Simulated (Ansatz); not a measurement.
HBr under pressure

Computed with DFT LDA, scalar-relativistic, plane waves, PAW (Ansatz). Cutoff 420 eV, 10×10×10 k-points (Γ-centred), fixed occupations. No spin polarisation. Phonons by linear response, acoustic sum rule imposed.

The cell, relaxed at this level:
```yaml
crystal:
  lattice:
    - [0.00000, 3.45871, 3.45873]
    - [1.66602, 0.00000, 3.45873]
    - [1.66602, 3.45871, 0.00000]
  atoms:
    - { symbol: H, position: [0.00000, 0.00000, 0.00000] }
    - { symbol: Br, position: [0.50000, 0.50000, 0.50000] }
```

The crystal is built of chains and no dispersion correction was added, so the binding between them is poorly described, and with it their spacing and whatever depends on it. The run warned that the response to a field isn't converged on this k mesh, and the frequencies, which stand on the same mesh, can be rough too.

The cell is relaxed again at 8 and 25 GPa. How do volume, gap and optical modes at Γ (cm⁻¹, counted from the lowest optical one; a degenerate one stands once) change?

## Answers

|  | 0 GPa | 8 GPa | 25 GPa |
| --- | --- | --- | --- |
| V/V0 | 1.000 | 0.701 | 0.555 |
| gap (eV) | 0.91 | 0.00 | 0.00 |
| mode 1 | 1970i | 1526i | 1081i |
| mode 2 | 960i | 770i | 350i |